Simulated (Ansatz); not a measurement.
**Bi₂Se₃: field gradients at two levels of theory**

Cell: a structure deposited in the COD, its atoms then relaxed with PBE in this cell.

```
Bi Se
1.0
     1.96496    1.13447    9.14266
    -1.96496    1.13447    9.14266
     0.00000   -2.26894    9.14266
Bi Se
2 3
Cartesian
  0.0000 0.0000 16.3834
  0.0000 0.0000 11.0446
  0.0000 0.0000 21.8172
  0.0000 0.0000 5.6108
  0.0000 0.0000 0.0000
```

Atom numbers follow the list; atoms alike are taken as one site, whose name carries the number of the first.

First run. Computed with Ansatz: DFT, PBE, plane waves and PAW, scalar-relativistic, 420 eV cutoff, Γ-centred 14×14×14 k-points, Fermi–Dirac smearing 0.05 eV.

| site | atom | V_zz (10²¹ V/m²) | η |
| --- | --- | --- | --- |
| Bi | 1 | 2.53 | 0.00 |
| Se3 | 3 | 4.21 | 0.00 |
| Se5 | 5 | 9.43 | 0.00 |

Second run. The same atoms and settings, except that the functional is PBEsol.

**Question.** What does the second run give?

**Answer.** 

| site | atom | V_zz | η | change of V_zz |
| --- | --- | --- | --- | --- |
| Bi | 1 | 2.54 | 0.00 | +0.01 |
| Se3 | 3 | 4.22 | 0.00 | +0.01 |
| Se5 | 5 | 9.29 | 0.00 | -0.14 |

The largest change of V_zz is on Se5, from 9.43 to 9.29. In per cent, |V_zz| changes by 0 on Bi, -1 to 0 on Se (all sites that start above 2).

The run finds no gap above 0.1 eV (a metal, or nearly one), so the gradients can move by 10 % or more with the k-mesh. Spin–orbit coupling is left out, which shifts gradients on Bi by a few per cent in wide-gap crystals, and can shift them far more where the calculated gap is small or absent, as here. Semilocal functionals make gaps too small and can close them, so the real compound need not be a metal.
For the first run: At this cell the PBE pressure is 12 GPa, so with PBE the cell would grow if it were relaxed. The entry's cell may itself be off.
For the second run: At this cell the PBEsol pressure is 8 GPa, so with PBEsol the cell would grow if it were relaxed.
